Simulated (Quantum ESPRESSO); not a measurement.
## Calculated data, HfZrTiGaO₇F (made-up cell), YHfInO₄F₂ (made-up cell, one site empty), Hf₃AlO₇F (made-up cell), Hf₃TaNO₇ (made-up cell) and others

All values are calculated (Quantum ESPRESSO 7.5). Calculation on a made-up crystal cell, not a measurement, run twice, once with a planted mistake found by running each candidate: periodic Kohn-Sham density functional theory in plane waves with PseudoDojo standard norm-conserving scalar-relativistic pseudopotentials, each functional with its own files (v0.5 for PBE, v0.4.1 for LDA and PBEsol), no spin polarisation, no spin-orbit coupling, atoms not relaxed, stress positive in tension, energies less a fixed whole-eV offset for each atom's element; levels are Kohn-Sham levels at fractions of this cell's reciprocal vectors, counted from the reference band (half the neutral cell's valence electrons, rounded up) at Gamma; error bars cover cutoff and k-mesh only, not smearing or the files; each bar is the largest change over components, and at least 0.002 eV, 0.002 eV per angstrom or 0.02 GPa; a charged cell sits in a uniform background, with energy and stress on this program's zero of potential; no dispersion term; energies are for the whole cell, and the offsets were chosen from early runs and are not element reference energies; a distance is the largest change of any value in units of its error bar (the energy's for the smearing term), a scale change is of lengths, and a coarse mesh keeps the half-step shift.

Common to all runs: intended functional pbe; intended cutoff 1143 eV; intended fermi dirac smearing 0.025 eV; intended scf tolerance 1e-07 eV; intended electrons removed 0; healthy smearing term minus ts 0 eV; structure shown as intended, without the mistake.

Notes on all entries: the hafnium pseudopotential is less sure than the others, with forces about 3 percent (worst 6) and pressure in oxides about 1.5 GPa (worst 2.7) from a second method in checks, which the error bars do not cover.

(1) HfZrTiGaO₇F (made-up cell)

Intended structure:
```
HfZrTiGaO7F
1.0
      4.9063     0.0000     0.0000
      0.0000     4.9063     0.0000
      0.0000     0.0000     4.9063
Ga Ti Hf Zr F O
1 1 1 1 1 7
Direct
  0.01386 -0.02213 -0.01510
  0.00828 0.52740 0.48776
  0.51750 0.03377 0.53105
  0.46662 0.49697 0.00236
  0.25881 0.24267 0.27312
  0.28649 0.25530 0.75678
  0.23474 0.72921 0.28406
  0.25376 0.75250 0.78059
  0.77661 0.24723 0.24544
  0.77203 0.26680 0.76194
  0.74576 0.72295 0.21713
  0.73542 0.73697 0.75801
```

- lattice type: fluorite
- healthy free energy less offsets: 4.45 eV
- healthy scf iterations: 17
- healthy pressure: 24.73 GPa
- healthy stress xx: -20.99 GPa
- healthy stress yy: -26.34 GPa
- healthy stress zz: -26.85 GPa
- healthy stress yz: -1.07 GPa
- healthy stress xz: -3.04 GPa
- healthy stress xy: 0.01 GPa
- healthy reference band: 49
- faulty free energy less offsets: 22.008 eV
- faulty scf iterations: 17
- faulty smearing term minus ts: 0 eV
- faulty pressure: 16.29 GPa
- faulty stress xx: -12.59 GPa
- faulty stress yy: -17.91 GPa
- faulty stress zz: -18.37 GPa
- faulty stress yz: -1.08 GPa
- faulty stress xz: -3.13 GPa
- faulty stress xy: -0.05 GPa
- faulty reference band: 49
- candidate k points along each vector: 2
- candidate cutoff: 768 eV
- candidate smearing: 0.37 eV
- candidate functional: pbesol
- candidate scf tolerance: 0.05 eV
- candidate electrons removed: -1
- candidate scale change: 1.33 percent
- candidate first exchanged site: 5
- candidate second exchanged site: 12
- intended k mesh: 5 x 5 x 5, shifted by half a step
- fault kind: wrong functional
- other mistakes compared: 7
- distance from healthy: 5503 error bars
- distance from nearest other mistake: 952.7 error bars
- healthy error bar energy: 0.00319 eV
- healthy error bar stress: 0.03882 GPa
- healthy error bar force: 0.002 eV/Å
- healthy error bar next band up: 0.002 eV

Atoms:
| atoms element | atom site | atom energy offset (eV) |
| --- | --- | --- |
| Ga | 1 | -2080 |
| Ti | 2 | -1614 |
| Hf | 3 | -1535 |
| Zr | 4 | -1377 |
| F | 5 | -677 |
| O | 6 | -452 |
| O | 7 | -452 |
| O | 8 | -452 |
| O | 9 | -452 |
| O | 10 | -452 |
| O | 11 | -452 |
| O | 12 | -452 |

Healthy forces:
| site | x (eV/Å) | y (eV/Å) | z (eV/Å) |
| --- | --- | --- | --- |
| 1 | -3.379 | 0.003 | 0.111 |
| 2 | -4.937 | 0.193 | 1.082 |
| 3 | 4.348 | -3.454 | -0.396 |
| 4 | 5.48 | 1.473 | 1.035 |
| 5 | -0.748 | -0.66 | -0.397 |
| 6 | -3.67 | -1.062 | -0.914 |
| 7 | 0.831 | 1.234 | 0.131 |
| 8 | -2.223 | 1.712 | -1.233 |
| 9 | 0.256 | -1.082 | 1.447 |
| 10 | 1.22 | -1.326 | -0.539 |
| 11 | 1.525 | 1.756 | 2.76 |
| 12 | 1.297 | 1.213 | -3.087 |

Healthy levels:
| level k point | next band up (eV) |
| --- | --- |
| Gamma | 0.779 |
| (1/2,1/2,1/2) | 1.745 |
| (0.15,0,0) | 0.867 |
| (0,0.15,0) | 1 |
| (0,0,0.15) | 0.975 |

Faulty forces:
| site | x (eV/Å) | y (eV/Å) | z (eV/Å) |
| --- | --- | --- | --- |
| 1 | -3.335 | -0.059 | 0.072 |
| 2 | -4.852 | 0.229 | 0.999 |
| 3 | 4.26 | -3.273 | -0.289 |
| 4 | 5.416 | 1.467 | 1.017 |
| 5 | -0.645 | -0.63 | -0.322 |
| 6 | -3.49 | -1.098 | -0.976 |
| 7 | 0.795 | 1.13 | 0.16 |
| 8 | -2.186 | 1.73 | -1.195 |
| 9 | 0.208 | -1.063 | 1.483 |
| 10 | 1.093 | -1.346 | -0.576 |
| 11 | 1.525 | 1.697 | 2.694 |
| 12 | 1.211 | 1.216 | -3.067 |

Faulty levels:
| level k point | next band up (eV) |
| --- | --- |
| Gamma | 0.715 |
| (1/2,1/2,1/2) | 1.73 |
| (0.15,0,0) | 0.805 |
| (0,0.15,0) | 0.94 |
| (0,0,0.15) | 0.912 |

Candidate mistake: coarse kmesh, low cutoff, wide smearing, wrong functional, loose scf, wrong charge, cell scaled, atoms exchanged

(2) YHfInO₄F₂ (made-up cell, one site empty)

Intended structure:
```
YHfInO4F2
1.0
      2.7628     1.6186     4.8706
     -2.7265     1.6300     4.8463
      0.0280    -3.1675     4.8319
In Y Hf O F O
1 1 1 2 2 2
Direct
  0.34960 0.35035 0.35635
  0.14606 0.15393 0.14514
  0.64347 0.64861 0.65268
  0.55137 0.95230 0.24656
  0.24544 0.55915 0.93670
  0.95378 0.25177 0.54812
  0.43957 0.04772 0.75586
  0.74978 0.44475 0.05816
  0.06221 0.74514 0.44492
```

* lattice type: corundum
* empty site: 4
* healthy free energy less offsets: -3.002 eV
* healthy scf iterations: 14
* healthy pressure: 1.18 GPa
* healthy stress xx: -1.86 GPa
* healthy stress yy: 2.84 GPa
* healthy stress zz: -4.51 GPa
* healthy stress yz: 2.59 GPa
* healthy stress xz: 3.61 GPa
* healthy stress xy: -2.64 GPa
* faulty free energy less offsets: -10.061 eV
* faulty scf iterations: 16
* faulty smearing term minus ts: -0.025 eV
* faulty pressure: -14.22 GPa
* faulty stress xx: 13.35 GPa
* faulty stress yy: 16.77 GPa
* faulty stress zz: 12.53 GPa
* faulty stress yz: 1.83 GPa
* faulty stress xz: 3.11 GPa
* faulty stress xy: -1.97 GPa
* candidate k points along each vector: 1
* candidate cutoff: 771 eV
* candidate smearing: 0.37 eV
* candidate functional: lda
* candidate scf tolerance: 0.1 eV
* candidate electrons removed: 1
* candidate scale change: 1.04 percent
* candidate first exchanged site: 2
* candidate second exchanged site: 3
* intended k mesh: 5 x 5 x 5, shifted by half a step
* fault kind: wrong charge
* other mistakes compared: 7
* distance from healthy: 2735 error bars
* distance from nearest other mistake: 2368 error bars
* healthy error bar energy: 0.002581 eV
* healthy error bar stress: 0.02292 GPa
* healthy error bar force: 0.002 eV/Å

Atoms:
| atoms element | atom site | atom energy offset (eV) |
| --- | --- | --- |
| In | 1 | -1808 |
| Y | 2 | -1098 |
| Hf | 3 | -1535 |
| O | 5 | -452 |
| O | 6 | -452 |
| F | 7 | -677 |
| F | 8 | -677 |
| O | 9 | -452 |
| O | 10 | -452 |

Healthy forces:
| site | x (eV/Å) | y (eV/Å) | z (eV/Å) |
| --- | --- | --- | --- |
| 1 | -0.179 | 3.382 | 0.944 |
| 2 | 0.1 | -0.468 | -0.656 |
| 3 | -0.379 | -0.405 | 0.05 |
| 5 | 0.574 | -2.704 | 2.134 |
| 6 | 1.81 | 1.949 | 1.939 |
| 7 | -1.621 | -1.212 | 0.372 |
| 8 | 1.19 | 0.582 | -0.793 |
| 9 | -1.465 | 0.431 | -2.019 |
| 10 | -0.03 | -1.554 | -1.973 |

Faulty forces:
| site | x (eV/Å) | y (eV/Å) | z (eV/Å) |
| --- | --- | --- | --- |
| 1 | -0.074 | 2.567 | 1.114 |
| 2 | 0.112 | -0.375 | -0.823 |
| 3 | -0.105 | -0.172 | 0.127 |
| 5 | 0.714 | -2.142 | 2.043 |
| 6 | 1.317 | 1.711 | 1.749 |
| 7 | -1.609 | -1.016 | 0.599 |
| 8 | 1.21 | 0.74 | -0.958 |
| 9 | -1.691 | 0.454 | -2.053 |
| 10 | 0.126 | -1.767 | -1.797 |

Candidate mistake: coarse kmesh, low cutoff, wide smearing, wrong functional, loose scf, wrong charge, cell scaled, atoms exchanged

(3) Hf₃AlO₇F (made-up cell)

Intended structure:
```
Hf3AlO7F
1.0
      5.0505     0.0279    -0.0204
      0.0279     5.0965     0.0458
     -0.0204     0.0458     5.0645
Hf Al Hf O F O
2 1 1 1 1 6
Direct
  -0.00416 0.00533 0.01188
  -0.00180 0.49618 0.50142
  0.49708 0.01145 0.49539
  0.50491 0.50317 0.00886
  0.24266 0.21590 0.25492
  0.22960 0.25921 0.73621
  0.24336 0.74941 0.25472
  0.27244 0.72529 0.73905
  0.74775 0.23714 0.25244
  0.72256 0.25566 0.74223
  0.73455 0.76064 0.22455
  0.75351 0.77549 0.75148
```

- lattice type: fluorite
- healthy free energy less offsets: 1.466 eV
- healthy scf iterations: 14
- healthy pressure: -3.34 GPa
- healthy stress xx: 2.39 GPa
- healthy stress yy: 5.43 GPa
- healthy stress zz: 2.2 GPa
- healthy stress yz: 0.04 GPa
- healthy stress xz: -1.88 GPa
- healthy stress xy: 0.66 GPa
- healthy reference band: 44
- faulty free energy less offsets: 1.58 eV
- faulty scf iterations: 14
- faulty smearing term minus ts: 0 eV
- faulty pressure: 9.29 GPa
- faulty stress xx: -10.31 GPa
- faulty stress yy: -7.02 GPa
- faulty stress zz: -10.54 GPa
- faulty stress yz: 0.11 GPa
- faulty stress xz: -3.14 GPa
- faulty stress xy: 0.47 GPa
- faulty reference band: 44
- candidate k points along each vector: 2
- candidate cutoff: 596 eV
- candidate smearing: 0.54 eV
- candidate functional: lda
- candidate scf tolerance: 0.04 eV
- candidate electrons removed: 1
- candidate scale change: -1.75 percent
- candidate first exchanged site: 6
- candidate second exchanged site: 8
- intended k mesh: 4 x 4 x 4, shifted by half a step
- fault kind: cell scaled
- other mistakes compared: 7
- distance from healthy: 379 error bars
- distance from nearest other mistake: 388.5 error bars
- healthy error bar energy: 0.002 eV
- healthy error bar stress: 0.03363 GPa
- healthy error bar force: 0.002 eV/Å
- healthy error bar next band up: 0.002 eV

Atoms:
| atoms element | atom site | atom energy offset (eV) |
| --- | --- | --- |
| Hf | 1 | -1535 |
| Hf | 2 | -1535 |
| Al | 3 | -64 |
| Hf | 4 | -1535 |
| O | 5 | -452 |
| F | 6 | -677 |
| O | 7 | -452 |
| O | 8 | -452 |
| O | 9 | -452 |
| O | 10 | -452 |
| O | 11 | -452 |
| O | 12 | -452 |

Healthy forces:
| site | x (eV/Å) | y (eV/Å) | z (eV/Å) |
| --- | --- | --- | --- |
| 1 | -2.091 | -2.731 | 0.607 |
| 2 | -2.087 | 3.129 | -1.694 |
| 3 | 1.48 | -1.668 | -0.825 |
| 4 | 1.214 | 2.162 | 0.495 |
| 5 | 1.435 | 1.76 | 0.618 |
| 6 | 0.482 | -1.688 | 1.006 |
| 7 | -0.514 | -1.185 | -0.29 |
| 8 | -0.709 | 1.093 | 0.108 |
| 9 | -0.025 | 0.702 | 0.242 |
| 10 | -0.17 | 0.397 | -0.073 |
| 11 | 0.327 | -1.067 | 1.349 |
| 12 | 0.657 | -0.903 | -1.543 |

Healthy levels:
| level k point | next band up (eV) |
| --- | --- |
| Gamma | 1.59 |
| (1/2,1/2,1/2) | 3.986 |
| (0.15,0,0) | 1.828 |
| (0,0.15,0) | 1.825 |
| (0,0,0.15) | 1.817 |

Faulty forces:
| site | x (eV/Å) | y (eV/Å) | z (eV/Å) |
| --- | --- | --- | --- |
| 1 | -2.039 | -2.861 | 0.228 |
| 2 | -2.432 | 3.418 | -1.938 |
| 3 | 1.525 | -1.823 | -0.785 |
| 4 | 1.112 | 2.032 | 0.558 |
| 5 | 1.75 | 2.002 | 0.809 |
| 6 | 0.791 | -2.032 | 1.171 |
| 7 | -0.38 | -1.185 | -0.189 |
| 8 | -0.776 | 1.504 | -0.014 |
| 9 | -0.137 | 0.677 | 0.444 |
| 10 | -0.259 | 0.262 | -0.195 |
| 11 | 0.273 | -1.028 | 1.745 |
| 12 | 0.572 | -0.965 | -1.835 |

Faulty levels:
| level k point | next band up (eV) |
| --- | --- |
| Gamma | 1.673 |
| (1/2,1/2,1/2) | 4.167 |
| (0.15,0,0) | 1.915 |
| (0,0.15,0) | 1.912 |
| (0,0,0.15) | 1.905 |

Candidate mistake: coarse kmesh, low cutoff, wide smearing, wrong functional, loose scf, wrong charge, cell scaled, atoms exchanged

(4) Hf₃TaNO₇ (made-up cell)

Intended structure:
```
Hf3TaNO7
1.0
      5.1343     0.0165     0.0570
      0.0165     5.0496     0.0017
      0.0570     0.0017     5.1750
Hf Ta Hf O N O
2 1 1 5 1 2
Direct
  0.00996 0.00523 0.00447
  0.00938 0.51120 0.51028
  0.49016 -0.00702 0.50293
  0.48888 0.49208 0.01646
  0.25396 0.25166 0.23795
  0.24309 0.25735 0.74877
  0.25470 0.77982 0.25093
  0.25639 0.74152 0.76269
  0.74428 0.25143 0.24511
  0.74252 0.25219 0.75974
  0.74142 0.75480 0.24312
  0.75598 0.76844 0.72640
```

- lattice type: fluorite
- healthy free energy less offsets: -5.586 eV
- healthy scf iterations: 17
- healthy pressure: -6.44 GPa
- healthy stress xx: 8.66 GPa
- healthy stress yy: -0.39 GPa
- healthy stress zz: 11.06 GPa
- healthy stress yz: 1.2 GPa
- healthy stress xz: 0.6 GPa
- healthy stress xy: 1.42 GPa
- healthy reference band: 48
- faulty free energy less offsets: -5.456 eV
- faulty scf iterations: 17
- faulty smearing term minus ts: 0 eV
- faulty pressure: -10.39 GPa
- faulty stress xx: 12.56 GPa
- faulty stress yy: 3.74 GPa
- faulty stress zz: 14.88 GPa
- faulty stress yz: 1.16 GPa
- faulty stress xz: 0.7 GPa
- faulty stress xy: 1.22 GPa
- faulty reference band: 48
- candidate k points along each vector: 2
- candidate cutoff: 745 eV
- candidate smearing: 0.57 eV
- candidate functional: lda
- candidate scf tolerance: 0.2 eV
- candidate electrons removed: 1
- candidate scale change: 0.61 percent
- candidate first exchanged site: 7
- candidate second exchanged site: 10
- intended k mesh: 4 x 4 x 4, shifted by half a step
- fault kind: cell scaled
- other mistakes compared: 7
- distance from healthy: 94.28 error bars
- distance from nearest other mistake: 72.79 error bars
- healthy error bar energy: 0.002 eV
- healthy error bar stress: 0.04386 GPa
- healthy error bar force: 0.009319 eV/Å
- healthy error bar next band up: 0.00434 eV

Atoms:
| atoms element | atom site | atom energy offset (eV) |
| --- | --- | --- |
| Hf | 1 | -1535 |
| Hf | 2 | -1535 |
| Ta | 3 | -1770 |
| Hf | 4 | -1535 |
| O | 5 | -452 |
| O | 6 | -452 |
| O | 7 | -452 |
| O | 8 | -452 |
| O | 9 | -452 |
| N | 10 | -283 |
| O | 11 | -452 |
| O | 12 | -452 |

Healthy forces:
| site | x (eV/Å) | y (eV/Å) | z (eV/Å) |
| --- | --- | --- | --- |
| 1 | -2.887 | 1.416 | -1.419 |
| 2 | -2.767 | -1.489 | 0.987 |
| 3 | 3.909 | 1.783 | 1.922 |
| 4 | 2.832 | -0.926 | -1.786 |
| 5 | -0.313 | 0.555 | 1.184 |
| 6 | 0.265 | -1.105 | -1.081 |
| 7 | -0.232 | -0.922 | 1.416 |
| 8 | 0.258 | 0.997 | -1.089 |
| 9 | 0.103 | -0.437 | 1.377 |
| 10 | -0.728 | 0.225 | -1.163 |
| 11 | -0.094 | 0.009 | 0.127 |
| 12 | -0.345 | -0.106 | -0.474 |

Healthy levels:
| level k point | next band up (eV) |
| --- | --- |
| Gamma | 0.773 |
| (1/2,1/2,1/2) | 1.01 |
| (0.15,0,0) | 0.871 |
| (0,0.15,0) | 0.889 |
| (0,0,0.15) | 0.872 |

Faulty forces:
| site | x (eV/Å) | y (eV/Å) | z (eV/Å) |
| --- | --- | --- | --- |
| 1 | -2.778 | 1.406 | -1.358 |
| 2 | -2.694 | -1.43 | 1.042 |
| 3 | 3.835 | 1.685 | 1.872 |
| 4 | 2.73 | -0.98 | -1.692 |
| 5 | -0.274 | 0.568 | 1.095 |
| 6 | 0.235 | -1.081 | -1.056 |
| 7 | -0.213 | -0.861 | 1.387 |
| 8 | 0.244 | 0.973 | -1.067 |
| 9 | 0.076 | -0.431 | 1.297 |
| 10 | -0.722 | 0.224 | -1.111 |
| 11 | -0.115 | 0.025 | 0.127 |
| 12 | -0.325 | -0.097 | -0.538 |

Faulty levels:
| level k point | next band up (eV) |
| --- | --- |
| Gamma | 0.744 |
| (1/2,1/2,1/2) | 0.976 |
| (0.15,0,0) | 0.84 |
| (0,0.15,0) | 0.856 |
| (0,0,0.15) | 0.84 |

Candidate mistake: coarse kmesh, low cutoff, wide smearing, wrong functional, loose scf, wrong charge, cell scaled, atoms exchanged

(5) Hf₂TiGaO₇F (made-up cell)

Intended structure:
```
Hf2TiGaO7F
1.0
      4.9656     0.0000     0.0000
      0.0000     4.9656     0.0000
      0.0000     0.0000     4.9656
Ti Ga Hf O F O
1 1 2 5 1 2
Direct
  -0.00312 -0.00870 0.00129
  0.03107 0.48973 0.51790
  0.51023 0.00006 0.49480
  0.50894 0.51275 -0.02489
  0.26112 0.28752 0.23073
  0.27564 0.24509 0.73165
  0.27469 0.76212 0.23361
  0.27318 0.74589 0.74174
  0.76641 0.24756 0.26019
  0.77368 0.22898 0.72577
  0.72227 0.72233 0.23566
  0.72072 0.74251 0.73816
```

* lattice type: fluorite
* healthy free energy less offsets: 4.677 eV
* healthy scf iterations: 15
* healthy pressure: 13.75 GPa
* healthy stress xx: -14.2 GPa
* healthy stress yy: -13.21 GPa
* healthy stress zz: -13.83 GPa
* healthy stress yz: 3.65 GPa
* healthy stress xz: -0.61 GPa
* healthy stress xy: -3.85 GPa
* healthy reference band: 49
* faulty free energy less offsets: 4.432 eV
* faulty scf iterations: 16
* faulty smearing term minus ts: 0 eV
* faulty pressure: 5.47 GPa
* faulty stress xx: -6.04 GPa
* faulty stress yy: -4.95 GPa
* faulty stress zz: -5.43 GPa
* faulty stress yz: 3.38 GPa
* faulty stress xz: -0.48 GPa
* faulty stress xy: -3.27 GPa
* faulty reference band: 49
* candidate k points along each vector: 2
* candidate cutoff: 837 eV
* candidate smearing: 0.64 eV
* candidate functional: lda
* candidate scf tolerance: 0.2 eV
* candidate electrons removed: 1
* candidate scale change: 1.11 percent
* candidate first exchanged site: 6
* candidate second exchanged site: 10
* intended k mesh: 5 x 5 x 5, shifted by half a step
* fault kind: cell scaled
* other mistakes compared: 7
* distance from healthy: 217.5 error bars
* distance from nearest other mistake: 201.4 error bars
* healthy error bar energy: 0.002973 eV
* healthy error bar stress: 0.0386 GPa
* healthy error bar force: 0.002551 eV/Å
* healthy error bar next band up: 0.002 eV

Atoms:
| atoms element | atom site | atom energy offset (eV) |
| --- | --- | --- |
| Ti | 1 | -1614 |
| Ga | 2 | -2080 |
| Hf | 3 | -1535 |
| Hf | 4 | -1535 |
| O | 5 | -452 |
| O | 6 | -452 |
| O | 7 | -452 |
| O | 8 | -452 |
| O | 9 | -452 |
| F | 10 | -677 |
| O | 11 | -452 |
| O | 12 | -452 |

Healthy forces:
| site | x (eV/Å) | y (eV/Å) | z (eV/Å) |
| --- | --- | --- | --- |
| 1 | 2.042 | -1.251 | 3.36 |
| 2 | 1.083 | 0.787 | -2.392 |
| 3 | -1.869 | -1.016 | -3.465 |
| 4 | -2.033 | -1.287 | 2.948 |
| 5 | -1.42 | -1.717 | 0.488 |
| 6 | -1.428 | -0.502 | 0.414 |
| 7 | -3.128 | 2.196 | -0.776 |
| 8 | -4.208 | 0.264 | -0.491 |
| 9 | 1.092 | -1.598 | -1.611 |
| 10 | 0.858 | 0.8 | 1.9 |
| 11 | 4.062 | 2.221 | 0.479 |
| 12 | 4.95 | 1.101 | -0.853 |

Healthy levels:
| level k point | next band up (eV) |
| --- | --- |
| Gamma | 0.507 |
| (1/2,1/2,1/2) | 1.083 |
| (0.15,0,0) | 0.569 |
| (0,0.15,0) | 0.628 |
| (0,0,0.15) | 0.645 |

Faulty forces:
| site | x (eV/Å) | y (eV/Å) | z (eV/Å) |
| --- | --- | --- | --- |
| 1 | 1.959 | -1.198 | 3.273 |
| 2 | 1.162 | 0.661 | -2.273 |
| 3 | -1.759 | -1.053 | -3.214 |
| 4 | -1.999 | -0.871 | 2.834 |
| 5 | -1.233 | -1.569 | 0.418 |
| 6 | -1.197 | -0.455 | 0.319 |
| 7 | -2.829 | 2.153 | -0.772 |
| 8 | -3.81 | 0.184 | -0.432 |
| 9 | 0.944 | -1.637 | -1.507 |
| 10 | 0.72 | 0.678 | 1.766 |
| 11 | 3.623 | 2.094 | 0.302 |
| 12 | 4.419 | 1.013 | -0.714 |

Faulty levels:
| level k point | next band up (eV) |
| --- | --- |
| Gamma | 0.464 |
| (1/2,1/2,1/2) | 1.029 |
| (0.15,0,0) | 0.527 |
| (0,0.15,0) | 0.585 |
| (0,0,0.15) | 0.601 |

Candidate mistake: coarse kmesh, low cutoff, wide smearing, wrong functional, loose scf, wrong charge, cell scaled, atoms exchanged
